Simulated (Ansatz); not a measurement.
Here is the system:

Br:
```cif
data_Br
_chemical_formula_sum 'Br1'
_space_group_name_H-M_alt 'P 1'
_space_group_IT_number 1
_cell_length_a 3.90409
_cell_length_b 3.90409
_cell_length_c 3.90409
_cell_angle_alpha 141.436
_cell_angle_beta 132.595
_cell_angle_gamma 62.695
loop_
_space_group_symop_operation_xyz
  'x, y, z'
loop_
_atom_site_label
_atom_site_type_symbol
_atom_site_fract_x
_atom_site_fract_y
_atom_site_fract_z
_atom_site_occupancy
Br1 Br 0.00000 0.00000 0.00000 1
```

This is the LDA-relaxed structure.

Q: All from LDA (plane waves, PAW; program Ansatz), unless another level is named. Estimate the electronic character.

A: metallic (no gap).

Q: What about the density of states at the Fermi level?

A: 0.43 states/eV per atom (mean over ±0.08 eV).

Space group Immm. The first step of the workflow began from a Materials Project structure, measured or hypothetical; the Crystallography Open Database copy checked does not list it. It is not the usual solid phase (space group No. 64). The cell was relaxed with LDA under the symmetry of its start; whether a distortion lowers the energy is not shown. The substance is a gas or liquid at ambient conditions. With an odd number of electrons in the cell and no spin polarisation, the count alone makes it a metal. Spin–orbit coupling is left out wherever it is not named.

Potentials: the later of the program's two PAW sets.
